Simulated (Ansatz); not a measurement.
Input file for Ansatz (a first-principles code):

Ansatz 0.2 input:
```yaml
crystal:
  lattice:
    - [3.9846184136, 0.0, 0.0]
    - [-1.9923092068, 3.4507807706, 0.0]
    - [0.0, 0.0, 6.3602446329]
  atoms:
    - { symbol: Mg, position: [0.6666666667, 0.3333333333, 0.4965999145] }
    - { symbol: Mg, position: [0.3333333333, 0.6666666667, 0.9965999145] }
    - { symbol: S, position: [0.3333333333, 0.6666666667, 0.3783900855] }
    - { symbol: S, position: [0.6666666667, 0.3333333333, 0.8783900855] }
kpoints:
  mp_grid: { grid: [9, 9, 4] }
hamiltonian:
  xc: lda
  pseudopotentials: { kind: paw }
scf:
  occupations: { method: fixed }
phonons:
  method: dfpt
  response_accuracy: low
  qmesh: [3, 3, 2]
  interpolated_qmesh: [16, 16, 9]
  dielectric: true
  rigid_motions: translations
  temperatures: { t_max: 1000, t_step: 50 }
  qpath:
    path:
      - [[0.0, 0.0, 0.0], [0.5, 0.0, 0.0], [0.3333333333, 0.3333333333, 0.0], [0.0, 0.0, 0.0], [0.0, 0.0, 0.5], [0.5, 0.0, 0.5], [0.3333333333, 0.3333333333, 0.5], [0.0, 0.0, 0.5]]  # Γ-M-K-Γ-A-L-H-A
      - [[0.5, 0.0, 0.5], [0.5, 0.0, 0.0]]  # L-M
      - [[0.3333333333, 0.3333333333, 0.5], [0.3333333333, 0.3333333333, 0.0]]  # H-K
    npoints: 9
```

Output (shortened):

```
WARN phonons: the dynamical matrix that this run interpolates holds no multipole term above the dipole-dipole one, and a site of this crystal is no centre of …
Pseudopotential: Mg, paw, valence charge 10
Pseudopotential: S, paw, valence charge 6
Functional definition: SPW92
Crystal: 4 atoms, lattice volume = 87.454 Å³
Basis set: ecut = 420 eV, 1725 PW (Γ), exchange–correlation on 54×54×96 points (8 copies of the dense FFT grid, shifted against one another)
Bands: 20, of which v1, the nominal top of the filled ones, is band 16 counted from 1 (15 counted from 0)
Symmetry: 12 space group operations
k-points: 95 of 324 (irreducible under 2 space group operations, time reversal used)
SCF iter   1: F=—  HF=-5548.061435 eV  |F-HF|=—  |Δ(HF+E_count)|=         —  Δρ=6.07e-3  dr2=2.35e-2  ethr=1.77e-3  ⟨swp⟩=4.9  Hψ=8149  notcnv=0  defer=177
preconditioner: auto → Resta (q_TF=auto, 2.307 Å⁻¹)
SCF iter   2: F=—  HF=-5548.047487 eV  |F-HF|=—  |Δ(HF+E_count)|=   1.39e-2  Δρ=2.97e-3  dr2=6.65e-3  ethr=7.34e-5  ⟨swp⟩=2.8  Hψ=4300  notcnv=0  defer=189
SCF iter   3: F=—  HF=-5548.045006 eV  |F-HF|=—  |Δ(HF+E_count)|=   2.48e-3  Δρ=5.70e-4  dr2=2.08e-4  ethr=2.08e-5  ⟨swp⟩=3.0  Hψ=3599  notcnv=0  defer=189
SCF iter   4: F=—  HF=-5548.044980 eV  |F-HF|=—  |Δ(HF+E_count)|=   2.61e-5  Δρ=1.18e-4  dr2=2.29e-5  ethr=6.49e-7  ⟨swp⟩=2.1  Hψ=2622  notcnv=0  defer=188
SCF iter   5: F=—  HF=-5548.044974 eV  |F-HF|=—  |Δ(HF+E_count)|=   5.18e-6  Δρ=3.02e-5  dr2=6.93e-7  ethr=7.15e-8  ⟨swp⟩=2.0  Hψ=2533  notcnv=0  defer=2
SCF iter   6: F=—  HF=-5548.044976 eV  |F-HF|=—  |Δ(HF+E_count)|=   1.28e-6  Δρ=1.01e-5  dr2=7.30e-8  ethr=2.17e-9  ⟨swp⟩=2.0  Hψ=3413  notcnv=0  defer=1
SCF iter   7: F=—  HF=-5548.044976 eV  |F-HF|=—  |Δ(HF+E_count)|=   1.69e-8  Δρ=1.87e-6  dr2=3.47e-9  ethr=2.28e-10  ⟨swp⟩=2.0  Hψ=3420  notcnv=0  defer=1
SCF iter   8: F=—  HF=-5548.044976 eV  |F-HF|=—  |Δ(HF+E_count)|=  4.67e-10  Δρ=3.55e-7  dr2=1.27e-10  ethr=1.09e-11  ⟨swp⟩=2.0  Hψ=3221  notcnv=0  defer=1
SCF iter   9: F=-5548.044976 eV  HF=-5548.044976 eV  |F-HF|=9.09e-13  |Δ(HF+E_count)|=  2.36e-11  Δρ=4.01e-8  dr2=1.93e-12  ethr=1.00e-12  ⟨swp⟩=7.5  Hψ=10604  notcnv=0
SCF 1 converged in 9 iterations: F = -5548.044976 eV  dr2 = 1.93e-12
NSCF: frozen V_eff on 4 k-points
DFPT response loops at Γ: preconditioner auto → Resta (q_TF=auto, 2.307 Å⁻¹)  ε∞=4.2 (no band partly filled) …
── the response to a field inside a basis, on 10×10×4 k-points: an SCF that follows is theirs, and a resumed run solves both again ──
Crystal: 4 atoms, lattice volume = 87.454 Å³
Bands: 17, of which v1, the nominal top of the filled ones, is band 16 counted from 1 (15 counted from 0)
k-points: 60 of 400 (irreducible under 4 space group operations, time reversal used)
SCF iter   1: F=—  HF=-5548.041980 eV  |F-HF|=—  |Δ(HF+E_count)|=         —  Δρ=1.05e-4  dr2=1.44e-6  ethr=1.00e-1
preconditioner: auto → Resta (q_TF=auto, 2.307 Å⁻¹)
SCF iter   2: F=—  HF=-5548.041980 eV  |F-HF|=—  |Δ(HF+E_count)|=   9.05e-7  Δρ=5.54e-5  dr2=4.14e-7  ethr=4.50e-9
SCF iter   3: F=-5548.041981 eV  HF=-5548.041981 eV  |F-HF|=6.94e-10  |Δ(HF+E_count)|=   3.71e-7  Δρ=1.90e-6  dr2=1.81e-9  ethr=1.29e-9
SCF 1 converged in 3 iterations: F = -5548.041981 eV  dr2 = 1.81e-9
DFPT response loops at Γ: preconditioner auto → Resta (q_TF=auto, 2.307 Å⁻¹)  ε∞=4.0 (no band partly filled) …
WARN: field response: ε∞ stands inside a basis, on 10×10×4 points …
NSCF: frozen V_eff on 36 k-points
NSCF: frozen V_eff on 190 k-points
DFPT response loops at q = (0, 0, -0.5) (fractional): preconditioner auto → Resta (q_TF=auto, 2.307 Å⁻¹)  ε∞=4.2 (no band partly filled) …
NSCF: frozen V_eff on 360 k-points
DFPT response loops at q = (0, 0.3333333333333333, 0) (fractional): mixed as the last ones told, above
NSCF: frozen V_eff on 360 k-points
DFPT response loops at q = (0, 0.3333333333333333, -0.5) (fractional): mixed as the last ones told, above
NSCF: frozen V_eff on 342 k-points
DFPT response loops at q = (0.3333333333333333, 0.3333333333333333, 0) (fractional): mixed as the last ones told, above
NSCF: frozen V_eff on 342 k-points
DFPT response loops at q = (0.3333333333333333, 0.3333333333333333, -0.5) (fractional): mixed as the last ones told, above
SCF converged after 9 iterations
Free energy (F): -5548.044976 eV
Harris-Foulkes:  -5548.044976 eV  (|F-HF|=9.09e-13)
Internal energy: -5548.044976 eV  (E = F + TS)
E sigma→0 (E₀):  -5548.044976 eV
Fermi energy:    3.348727 eV
--- Per-component energies (eV) ---
  E_band       = -733.443384
  E_kinetic    = 370.423466
  E_local      = -3740.747514  (includes V_loc(G=0)·N_el)
  E_nonlocal   = 251.019055
  E_hartree    = 1353.372487
  E_xc         = -252.283459
  E_vxc        = -253.178329  (∫ρ·V_xc dr)
  E_paw        = -1680.001766  (= ΣΔE_a)
  E_vpaw       = -67.705039  (= ΣTr[D̂ρ^β])
  E_aug_tail   = 0.000004  (compensation charges beyond the density's cutoff)
  E_ewald      = -1850.434603
  E_core_change = 0.607354  (= ΣΔE_core)
  E_smearing   =  0.000000  (= −TS)
  E_closure    = 0.000000  (closes the sum)
  Σ components = -5548.044976   (vs F -5548.044976, Δ=0.00e0)
  [band-id]    e_kinetic+e_local+e_nonlocal+2·e_hartree+e_vxc+e_vpaw+e_augmentation_tail = -733.443382   (vs E_band -733.443384, Δ=1.90e-6)
--- Band table (eV; the first three rows and the last of 95) ---
  k-point 0: bands = ["-69.7523", "-69.7521", "-37.1858", "-37.1824", "-37.1804", "-37.1804", "-37.1798", "-37.1798", "-8.1596", "-7.3479", "-0.0729", "2.7673", "2.7673", "3.2071", "3.2071", "3.3487", "6.6962", "7.9136", "10.7059", "10.7059"]
  k-point 1: bands = ["-69.7522", "-69.7521", "-37.1853", "-37.1829", "-37.1803", "-37.1803", "-37.1799", "-37.1799", "-8.0570", "-7.4869", "0.3106", "2.5897", "2.8280", "2.8280", "3.1387", "3.1387", "7.4093", "8.0667", "10.6630", "10.6630"]
  k-point 2: bands = ["-69.7522", "-69.7522", "-37.1841", "-37.1841", "-37.1801", "-37.1801", "-37.1801", "-37.1801", "-7.7896", "-7.7896", "1.3152", "1.3152", "2.9795", "2.9795", "2.9795", "2.9795", "8.1833", "8.1833", "10.8514", "10.8514"]
  k-point 94: bands = ["-69.7521", "-69.7521", "-37.1843", "-37.1843", "-37.1815", "-37.1815", "-37.1808", "-37.1808", "-7.3382", "-7.3382", "0.4436", "0.4436", "1.8713", "1.8713", "2.6568", "2.6568", "8.6508", "8.6508", "10.2401", "10.2401"]
--- Phonons (Γ-DFPT): 4 representative perturbations + reference, on 95 of 324 k-points (Σ response iterations 12) ---
  ASR residual: 1.701e-5 → 0.000e0 eV/Å²; symmetrization residual: 3.471e-5 eV/Å²
  ASR residual per site (eV/Å²): 1.70e-5 1.70e-5 8.99e-6 8.99e-6
  Γ frequencies (cm⁻¹): 0.00 0.00 0.00 84.94 84.94 264.68 326.70 334.33 343.73 343.73 348.04 348.04
  ε∞ (high-frequency dielectric tensor):
        4.151832     0.000000     0.000000
        0.000000     4.151832     0.000000
        0.000000     0.000000     4.270279
  ε⁰ (static dielectric tensor: ions relaxed, cell fixed):
        6.476094     0.000000     0.000000
        0.000000     6.476094     0.000000
        0.000000     0.000000     7.136859
  ε⁰ − ε∞ (ionic part):
        2.324262     0.000000     0.000000
        0.000000     2.324262     0.000000
        0.000000     0.000000     2.866580
  softest optical mode at Γ: 84.94 cm⁻¹; the repairs (sum rule, projections) moved no ω² at Γ by more than (2.20 cm⁻¹)²
  Born effective charges Z* (e; rows j = field, columns β = displacement):
    site 0:
         1.85979    0.00000    0.00000
         0.00000    1.85979    0.00000
         0.00000    0.00000    1.93871
    site 1:
         1.85979    0.00000    0.00000
         0.00000    1.85979    0.00000
         0.00000    0.00000    1.93871
    site 2:
        -1.85979    0.00000    0.00000
         0.00000   -1.85979    0.00000
         0.00000    0.00000   -1.93871
    site 3:
        -1.85979    0.00000    0.00000
         0.00000   -1.85979    0.00000
         0.00000    0.00000   -1.93871
  Z* charge neutrality: 1.814e-3 e pre-enforcement
  solved inside a basis spanned on kpoints, on 10×10×4 k-points, its susceptibility summed on 12×12×6: ε∞ is read to err by 1.1e-2, Z* by 1.1e-2 e (field_mesh …
  optical modes at Γ without the LO–TO term, one row a degenerate level:
      ω (cm⁻¹)  modes    IR ((D/Å)²/amu)
         84.94      2             0.0000
        264.68      1             0.0000
        326.70      1            12.5450
        334.33      1             0.0000
        343.73      2             0.0000
        348.04      2            23.0887
  optical modes at Γ + LO–TO along q̂ = [1.0000, 0.0000, 0.0000]:
      ω (cm⁻¹)  modes    IR ((D/Å)²/amu)
         84.94      2             0.0000
        264.68      1             0.0000
        326.70      1            12.5450
        334.33      1             0.0000
        343.73      2             0.0000
        348.04      1            11.5444
        434.68      1            11.5444
  optical modes at Γ + LO–TO along q̂ = [0.0000, 1.0000, 0.0000]:
      ω (cm⁻¹)  modes    IR ((D/Å)²/amu)
         84.94      2             0.0000
        264.68      1             0.0000
        326.70      1            12.5450
        334.33      1             0.0000
        343.73      2             0.0000
        348.04      1            11.5444
        434.68      1            11.5444
  optical modes at Γ + LO–TO along q̂ = [0.0000, 0.0000, 1.0000]:
      ω (cm⁻¹)  modes    IR ((D/Å)²/amu)
         84.94      2             0.0000
        264.68      1             0.0000
        334.33      1             0.0000
        343.73      2             0.0000
        348.04      2            23.0887
        422.35      1            12.5450
  non-analytic LO–TO correction: the dipole-dipole term of the run's Born effective charges and high-frequency dielectric tensor (where they are solved with …
--- Phonons (arbitrary-q DFPT): 6 irreducible q on the 3×3×2 mesh ---
  q = [0.0000, 0.0000, 0.0000] (star 1, of the zone-centre solve; hermiticity 9.11e-6, symmetrization 1.90e-6):  0.00  0.00 0.00 84.94 84.94 264.68 326.70 334.33 343.73 343.73 348.04 348.04
  q = [0.0000, 0.0000, -0.5000] (star 1, 4 solved perturbations in 276 linear systems a pass and spin channel, the states on 95 of 324 k-point pairs; hermiticity 4.53e-6, symmetrization 2.66e-12): 64.49 64.49 64.49 64.49 162.10 162.10 345.45 345.45 345.45 345.45 392.59 392.59
  q = [0.0000, 0.3333, 0.0000] (star 6, 12 solved perturbations on 180 of 324 k-point pairs; hermiticity 8.65e-6, symmetrization 5.64e-6): 69.32 93.36 114.70 167.25 187.80 266.16 312.19 329.11 342.57 344.99 349.34 392.69
  q = [0.0000, 0.3333, -0.5000] (star 6, 12 solved perturbations on 180 of 324 k-point pairs; hermiticity 6.94e-6, symmetrization 1.48e-6): 99.17 99.17 101.23 101.23 234.34 234.34 336.83 336.83 343.05 343.05 374.84 374.84
  q = [0.3333, 0.3333, 0.0000] (star 2, 4 solved perturbations in 476 linear systems a pass and spin channel, the states on 171 of 324 k-point pairs; hermiticity 6.86e-6, symmetrization 1.11e-7): 138.37 139.38 139.38 175.25 243.68 243.68 324.21 324.21 335.25 335.25 351.49 353.75
  q = [0.3333, 0.3333, -0.5000] (star 2, 4 solved perturbations in 476 linear systems a pass and spin channel, the states on 171 of 324 k-point pairs; hermiticity 8.69e-6, symmetrization 1.59e-7): 82.90 82.90 161.85 161.85 273.78 273.78 327.73 327.73 334.27 334.27 351.56 351.56
  sum rule: each row above includes the acoustic sum rule's correction from the zone centre's row sums; it moved no ω² by more than (0.44 cm⁻¹)²
  mesh force constants: q→R imaginary residual 1.48e-16; ASR residual 1.701e-5 → 0.000e0 eV/Å²; symmetrization residual 7.105e-15 eV/Å²
  interpolated dispersion: 85 rows × 12 modes
  density of states and harmonic sums: on the 16×16×9 q-mesh, interpolated from the force constants of a 3×3×2 supercell (with the dipole–dipole term)
  largest difference from the sums on the solved wave vectors: F 3.69e-2 eV, S 5.12e-5 and C_V 1.42e-5 eV/K
  zero-point energy: 0.184188 eV/cell   skipped modes (ω ≤ 0): 3   left out of the sums: 1.09e-4 of the cell's modes …
```

Cost: about 8 core-minutes (a rough figure) on shared cores.

Space group P6_3mc (wurtzite). The workflow started from a Materials Project entry (that database holds measured and hypothetical structures alike); the Crystallography Open Database copy checked does not list it. COD files the formula under space group No. 225, so this cell is another polymorph or a model. Its standing as an ambient phase is unchecked. The LDA relaxation kept the symmetry of its start.

Potentials: the later of the program's two PAW sets.

Ansatz is a plane-wave DFT program.
